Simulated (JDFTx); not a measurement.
```yaml
surface: Al(100)
bulk: Al, Fm-3m, lattice of mp-134 (not re-optimised)
slab: 5 atoms in 5 planes, 1x1, 8.1 Å between the outermost planes
in-plane cell: 2.856 × 2.856 Å, 8.16 Å²
cell_height: 32.1 Å
sampling: 8×8×1 k mesh, Fermi smearing 0.01 Ha, no spin polarisation
```

All numbers are PBE, GBRV ultrasoft potentials, plane waves to 20/100 Ha results from a modified build of JDFTx, not measurements. Unrelaxed slab in linear PCM (GLSSA13), water, with a linear (Debye) 1:1 salt. C is the mean capacitance on the positive side of zero charge, good to about 1.5 %; C_d = ε₀ε/λ is the diffuse-layer value.

```csv
salt,λ (Å),1000/C_d (cm²/μF),1000/C (cm²/μF)
0.1 M,9.61,13.85,71.6
0.3 M,5.55,7.99,withheld
1 M,3.04,4.38,61.2
3 M,1.75,2.53,59.3
```

Task: Fit the Parsons-Zobel line 1000/C = m·(1000/C_d) + q to the other rows by least squares, predict the withheld value, and compare with the run.

Result: The fit gives m = 1.09, q (cm²/μF) = 56.5, with a root-mean-square miss of 0.05 cm²/μF on its own rows. It predicts 65.2 cm²/μF; the run gives 65.4 cm²/μF, a miss of 0.2 cm²/μF.

Two capacitors in series would give m = 1; the intercept corresponds to an inner capacitance of 17.7 μF/cm².
